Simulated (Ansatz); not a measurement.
Here is the system:

Tl (hcp, Mg type)

```
Tl
1.0
    7.21499     0.00000     0.00000
   -1.80375     3.12418     0.00000
    0.00000     0.00000     5.57674
Tl
4
Direct
  0.16667   0.66667   0.75000
  0.66667   0.66667   0.75000
  0.33333   0.33333   0.25000
  0.83333   0.33333   0.25000
```

A phonon eigenvector at M = (0.5, 0.0, 0.0) is frozen into this cell: atom i moves by Q times the vector below, so Q is the largest atomic displacement, in Å. The cell is held. (q is in reciprocal vectors of the primitive cell; the cell shown is doubled to hold the pattern.)

```json
[
 {"atom": "Tl1", "x": "0.500", "y": "-0.866", "z": "0.000"},
 {"atom": "Tl2", "x": "-0.500", "y": "0.866", "z": "0.000"},
 {"atom": "Tl3", "x": "0.500", "y": "-0.866", "z": "0.000"},
 {"atom": "Tl4", "x": "-0.500", "y": "0.866", "z": "0.000"}
]
```

Method: PBE (plane waves to 420 eV, PAW, scalar-relativistic; Ansatz, a program for electronic structure). k mesh 15×15×9 (Γ-centred), Fermi-Dirac smearing 0.05 eV. E stands for the smeared free energy. With partly filled bands, energies and forces of such displacements shift with the k mesh and the smearing. Spin-orbit coupling is left out, though Tl is heavy. The PAW data are Ansatz's earlier set. The relaxed volume of Tl is well above the measured one; the method has no dispersion term. Tl was relaxed with its symmetry unable to fall. The zero of ΔE is the undisplaced structure.

The scan covers Q from -0.280 to 0.280 Å in 13 points.

### Question
Which space group does the distorted structure have?

### Answer
Pnma (No. 62), lowered from P6_3/mmc.

### Question
What is the energy change at Q = 0.280 Å?

### Answer
43.3 meV/cell.

### Question
What harmonic wavenumber does the curvature at Q = 0 give?

### Answer
18 cm⁻¹.

(A displaced cell: forces are minus the slopes of the energy, force constants its curvatures, and phonons follow from these.)
